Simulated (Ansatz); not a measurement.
# HfN: two-dimensional strain map

Method: DFT PBEsol, scalar-relativistic, plane waves, PAW (Ansatz 0.2.0). Cutoff 420 eV, Γ-centred 16×16×16 k-points, Gaussian smearing of 0.15 eV. Spin–orbit coupling is left out, which can shift energies with elements as heavy as these. No spin polarisation. Energies are free energies at this smearing, counted from the undisturbed cell; pressure is positive in compression.

The starting cell (as given, not relaxed at this level; it stands at -5.0 GPa; this zinc-blende form isn't the usual structure):

```
CELL_PARAMETERS angstrom
0.00000 2.45482 2.45482
2.45482 0.00000 2.45482
2.45482 2.45482 0.00000
ATOMIC_POSITIONS crystal
Hf 0.00000 0.00000 0.00000
N 0.75000 0.75000 0.75000
```

The cell is strained by p along both x and y and by q along z, fractional coordinates fixed. Points are written (p, q).

p was sampled at -0.050, -0.025, 0.000, 0.025, 0.050 and q at -0.050, -0.025, 0.000, 0.025, 0.050.

Q: Where on the computed points is the energy highest, and how high?

A: At (0.050, 0.050): 235.1 meV/atom.

Q: Away from (0, 0), which computed point is lowest?

A: (0.000, -0.025): -3.2 meV/atom.

The map, in meV/atom:

```csv
p \ q,-0.050,-0.025,0.000,0.025,0.050
-0.050,156.6,98.1,61.7,46.0,49.3
-0.025,51.9,17.3,2.4,5.9,26.6
0.000,10.7,-3.2,0.0,19.6,54.6
0.025,23.7,27.4,46.1,79.3,126.2
0.050,83.1,101.7,133.6,178.3,235.1
```